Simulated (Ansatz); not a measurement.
A calculation with the code Ansatz. Plane-wave DFT: natural occupations of the f shells on orthogonalised atomic orbitals at the end of the run, rising, by spin; atoms or cell relaxed as the task says.

```
cell
1.0
     4.1532   -4.1532    0.0000
    -4.1532   -4.1532    0.0000
     0.0000    0.0000  -10.1346
Eu Si Zn
4 8 8
Direct
  0.0000 0.5000 0.5000
  0.5000 0.5000 0.0000
  0.5000 0.0000 0.5000
  0.0000 0.0000 0.0000
  0.0000 0.5000 0.8845
  0.5000 0.5000 0.3845
  0.5000 0.0000 0.8845
  0.0000 0.0000 0.3845
  0.0000 0.5000 0.1155
  0.5000 0.5000 0.6155
  0.5000 0.0000 0.1155
  0.0000 0.0000 0.6155
  0.2500 0.2500 0.2500
  0.7500 0.2500 0.7500
  0.7500 0.7500 0.2500
  0.2500 0.7500 0.7500
  0.7500 0.2500 0.2500
  0.2500 0.2500 0.7500
  0.2500 0.7500 0.2500
  0.7500 0.7500 0.7500
```

Starting moments (μB): Eu number 1 7.37, Eu number 2 7.37, Eu number 3 7.37, Eu number 4 7.37; others 0.

- cell charge: 0 e
- spin: collinear
- scf start: atoms
- lower state search: off
- functional: PBEsol
- wave cutoff: 420 eV
- k mesh: 4, 4, 2
- k shift: 0.5, 0.5, 0.5 mesh steps
- gaussian smearing: 0.05 eV
- task: single point

**Question.** How are the f shells occupied at the end?

**Answer.** 

| shell atom | shell element | shell spin | shell occupation 1 (e) | shell occupation 2 (e) | shell occupation 3 (e) | shell occupation 4 (e) | shell occupation 5 (e) | shell occupation 6 (e) | shell occupation 7 (e) |
| --- | --- | --- | --- | --- | --- | --- | --- | --- | --- |
| 1 | Eu | up | 0.92 | 0.97 | 0.97 | 0.98 | 0.98 | 0.98 | 0.98 |
| 1 | Eu | down | 0 | 0 | 0.01 | 0.01 | 0.01 | 0.01 | 0.01 |
| 2 | Eu | up | 0.92 | 0.97 | 0.97 | 0.98 | 0.98 | 0.98 | 0.98 |
| 2 | Eu | down | 0 | 0 | 0.01 | 0.01 | 0.01 | 0.01 | 0.01 |
| 3 | Eu | up | 0.92 | 0.97 | 0.97 | 0.98 | 0.98 | 0.98 | 0.98 |
| 3 | Eu | down | 0 | 0 | 0.01 | 0.01 | 0.01 | 0.01 | 0.01 |
| 4 | Eu | up | 0.92 | 0.97 | 0.97 | 0.98 | 0.98 | 0.98 | 0.98 |
| 4 | Eu | down | 0 | 0 | 0.01 | 0.01 | 0.01 | 0.01 | 0.01 |

Caveats: 4f shell without a U, which puts 4f levels too near the Fermi level; occupations loosely converged; open f or d shells may hold a state above the lowest.
